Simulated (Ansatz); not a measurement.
GeMo (CsCl type, Pm-3m), a = b = c = 3.090 Å, α = β = γ = 90.00°.

Relaxed with PBEsol.

Question: Decompose the optical modes at the zone centre into irreducible representations, and say which are infrared and Raman allowed.

Answer: Point group m-3m: Γ_opt = T1u. Infrared: T1u. Raman: none.

Question: Assign frequencies (DFPT, the program Ansatz at the PBEsol level (PAW)).

Answer: T1u 204 cm⁻¹.

A made-up cell: these elements were put on the sites of a structure type; neither database checked (COD, Materials Project) lists it. Whether it is the stable phase at ambient conditions was not checked. The cell was relaxed with PBEsol under the symmetry of its start; whether a distortion lowers the energy is not shown. No spin polarisation was allowed. As this level gives no gap, phonon frequencies hold no LO–TO term and depend on the k-mesh and smearing (Fermi–Dirac, 0.1 eV here).

Potentials: the earlier of the program's two PAW sets. The files were generated under PBE; for other functionals the program regenerates the frozen cores, and for LDA and PBEsol the local potential too.
